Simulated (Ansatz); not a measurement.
ZrO2:
```yaml
crystal:
  lattice:
    - [5.15422, 0.00000, 0.00000]
    - [0.00000, 5.22566, 0.00000]
    - [-0.87171, 0.00000, 5.25978]
  atoms:
    - { symbol: Zr, position: [0.27613, 0.04215, 0.20974] }
    - { symbol: Zr, position: [0.72387, 0.54215, 0.29026] }
    - { symbol: Zr, position: [0.72387, 0.95785, 0.79026] }
    - { symbol: Zr, position: [0.27613, 0.45785, 0.70974] }
    - { symbol: O, position: [0.06874, 0.33269, 0.34480] }
    - { symbol: O, position: [0.93126, 0.83269, 0.15520] }
    - { symbol: O, position: [0.93126, 0.66731, 0.65520] }
    - { symbol: O, position: [0.06874, 0.16731, 0.84480] }
    - { symbol: O, position: [0.44970, 0.75725, 0.47782] }
    - { symbol: O, position: [0.55030, 0.25725, 0.02218] }
    - { symbol: O, position: [0.55030, 0.24275, 0.52218] }
    - { symbol: O, position: [0.44970, 0.74275, 0.97782] }
```

Relaxed with r²SCAN.

### Question
Map the electron localisation function on the plane through (0.276, 0.042, 0.210) spanned by u = [1, 0, -1] and v = [1, 1, 1] in lattice vectors, from DFT-r²SCAN in the program Ansatz with PAW potentials.

### Answer
x is the fraction of u, y of v (the angle between them is 92°; rows are the nearest grid lines); atoms in the plane: Zr at (0.00, 0.00), O at (0.85, 0.80), O at (0.45, 0.72).
```
| .#@%: ..::. -%@@%%@#-            =@@%: |
|%@@@+.       =%@@%@@%-            .+@@%%|
|@@@*:  .::.  :#@@@@@+.       .:--:.:+%@@|
|..   .:-==-.   :---:       .-*%@@@@%+:..|
|:     .:--:.  .:=+**+-:    -*%@@#*#@@%*:|
|-            -#@@@@@@%*:   .+%@@#=*%@@#-|
|.           .+%@@%*#@@*:    :*@@@%@@@%+.|
|  :=++=:.   .*%@@*=+@%+.     .:*%%%%*-  |
|=#%@@@@%+:   :*%@@@@%+.  ...    .::.  .=|
|%@@@%%@@%+.   .-+***:   ..:---:..    :+%|
|%@@%#%@@%+.     ..::   .:-=+++=-.    -*%|
|#@@@@@@%*:  ...        .-=+++=-:.    :+#|
|:=*##*=:. .=*##*+-.     .....         .:|
|         .-#%@@%%*=.                    |
|.     ....-*@@@@%*=.       ..::.    ....|
|%#+. .---::=#%%%#=.      .-*%@%#=..-*%%%|
|@@@*: .... .:==-.   =*+-..=#@@@%+:-#@@@@|
|%@@%=.            .+@@@@%=:-+#*=..+@@@%%|
|@@@#-   ....     .=#@@@@@#-.:-:. .+%@@@@|
|%#+:  :+#%%#*-.  .+%@@%%@@%=.    .:+#%%%|
|...  :*%@@@@%*:   .=@@@@@%*-    .    ...|
|@@@#:.=%@@@%*:.:=+=::=*#*=:   ...  :*%@@|
|%@@@+.:*%%%*-.-#@@%#:..:-:    ..  .+@@@%|
| .#@%: ..::. -%@@%%@#-            =@@%: |
```
Scale: ten equal steps from 0.013 (start of ' ') to 0.842 (end of '@'), in the order ' .:-=+*#%@'; x runs from 0.000 to 1.00, y from 0.000 (bottom) to 1.00 (top).

The density is the valence pseudo-density with augmentation charge, so density and ELF within about 1 Å of a nucleus are not all-electron values.

Space group P2_1/c. Symmetry was held in the r²SCAN relaxation. The run is not spin-polarised.

Potentials: the later of the program's two PAW sets.
